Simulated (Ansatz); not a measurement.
**E(M) for Mn3Si (Fm-3m)**

```
Mn Si
1.0
     0.00000    2.86100    2.86100
     2.86100    0.00000    2.86100
     2.86100    2.86100    0.00000
Mn Si
3 1
Direct
  0.50000 0.50000 0.50000
  0.25000 0.25000 0.25000
  0.75000 0.75000 0.75000
  0.00000 0.00000 0.00000
```

The geometry is a structure as deposited in COD, held fixed and not relaxed.

Common settings: LDA, 10×10×10 k mesh, Fermi–Dirac smearing of 0.05 eV. PAW means Ansatz 0.2.0 on its default frozen-core files; LAPW is all-electron LAPW in Ansatz 0.2.0. Site moments are integrated in spheres about the atoms, whose radii differ between the methods. Start moments of the first PAW run (μB): Mn1 4, Mn2 4, Mn3 4.

The total moment M of the cell is held by giving each spin its own Fermi level. Half their difference over μB is the field that would hold M, so μB·B = dF/dM. Energies count from each method's free run. The held moment starts on the atoms that carry the free run's moments.

Task: Does the cell keep a net moment when the moments are free, and how does its energy change with a held moment?

Result: The free run ends with M = 1.05 μB per cell. 
```tsv
M (μB/cell)	ΔF PAW (meV/cell)	ΔF LAPW (meV/cell)	B, PAW (T)	largest site moment, PAW (μB)	pressure, PAW (GPa)
0.00	+340.5	–	–	0.00	-30.7
0.21	+236.0	–	-5363	1.94	-24.0
0.42	+170.2	+171.1	-5445	2.06	-23.9
0.63	+104.0	–	-5412	2.15	-23.9
0.84	+39.9	–	-5011	2.25	-23.8
0.94	+13.2	+13.3	-4020	2.32	-23.5
1.21	+5.0	+4.9	+855	2.33	-23.8
1.36	+13.6	–	+1088	2.29	-24.2
```

Against an unpolarised PAW run, spin polarisation gains 85.1 meV per atom; the pressure goes from -30.7 to -23.4 GPa, the usual magnetovolume effect: the magnetic state wants the larger volume.

Task: Check μB·B = dF/dM between M = 0.21 and 0.42 μB with the PAW numbers.

Result: ΔF/ΔM = -65.8 meV / 0.21 = -313.3 meV per μB, which is -5412 T with μB = 0.05788 meV/T. The mean of the two holding fields is -5404 T. The slope equals the mean of B over the step, so the two agree where B(M) is nearly straight between its ends, and here they lie within a tenth of each other.

Separate runs put a uniform field on the spins (g = 2):

```tsv
field (T)	M PAW (μB/cell)	M LAPW (μB/cell)
200	1.069	1.070
1000	1.285	1.295
3000	3.190	–
```

The rows needn't lie on one branch: at M = 0 the run is unmagnetised, so slopes across such rows needn't follow B.

The PAW files were made with PBE; the program remakes their cores once for the run's functional and then keeps them frozen. This cell lies far from its zero-pressure volume, so the numbers describe the cell as given rather than the relaxed compound. The Ansatz runs typed with the search for lower states off end where their start leads. The magnetic state is the one that this cell and start allow. It needn't be the compound's measured order, which may need a larger cell or be absent.
